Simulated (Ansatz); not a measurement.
How much do the gradients of MgMnCd6O8 depend on the method?

Cell: a computed structure from the Materials Project (it need not be an observed phase), atoms as given.

```cif
data_MgMnCd6O8
_symmetry_space_group_name_H-M 'Fm-3m'
_symmetry_Int_Tables_number 225
_cell_length_a 9.4215
_cell_length_b 9.4215
_cell_length_c 9.4215
_cell_angle_alpha 90.000
_cell_angle_beta 90.000
_cell_angle_gamma 90.000
loop_
_atom_site_label
_atom_site_type_symbol
_atom_site_symmetry_multiplicity
_atom_site_Wyckoff_symbol
_atom_site_fract_x
_atom_site_fract_y
_atom_site_fract_z
Mg Mg 4 b 0.5000 0.5000 0.5000
Mn Mn 4 a 0.0000 0.0000 0.0000
Cd Cd 24 d 0.0000 0.2500 0.2500
O9 O 24 e 0.2550 0.5000 0.5000
O10 O 8 c 0.2500 0.2500 0.2500
```

One atom of each set is listed; the run and its k-mesh use a cell of 16 atoms with edges of 6.66, 6.66, 6.66 Å.

First run. Computed with Ansatz: DFT, PBE, plane waves and PAW, scalar-relativistic, collinear spin, 420 eV cutoff, Γ-centred 6×6×6 k-points, Fermi–Dirac smearing 0.05 eV. Start moments as typed (μB): 5 on each Mn, none on the rest.

```
site  V_zz (10²¹ V/m²)     η  m (μB)
  Cd             -0.72  0.68    0.00
  O9             -1.24  0.00    0.03
```

Second run. The same atoms and settings, except that the functional is r2SCAN and the cutoff is 500 eV.

**Question.** What does the second run give?

**Answer.** 

| site | V_zz | η | change of V_zz | m (μB) |
| --- | --- | --- | --- | --- |
| Cd | -0.82 | 0.74 | -0.10 | 0.00 |
| O9 | -1.07 | 0.00 | +0.17 | 0.03 |

The largest change of V_zz is on O9, from -1.24 to -1.07. Sites without a gradient aren't listed. The first run finds no gap above 0.1 eV, the second does.

Without spin–orbit coupling (the program notes it for Cd) the gradients can shift somewhat, as the gap is small. All moments are parallel here, as the start or the cell imposes; many such compounds order antiparallel, where fields and spin densities carried over to other atoms largely cancel. The magnetic order is the one that the run reached from its start moments, not necessarily the measured one.
For the first run: With no gap above 0.1 eV, as in a metal, the gradients converge slowly in k; expect changes of a tenth or more on a denser mesh. Semilocal functionals can leave a metal where correlation in the d or f shell opens a gap in the real compound, and that would change the values at and beside Mn.
For the second run: At this cell the r2SCAN pressure is -7 GPa, so with r2SCAN the cell would shrink if it were relaxed. The entry's cell may itself be off. The program didn't check the stability of this electronic state in full, so a lower one may lie near. With a gap of 0.19 eV under a smearing of 0.05 eV the band edges are partly filled, so small gradients can hang on the smearing and the k-mesh.
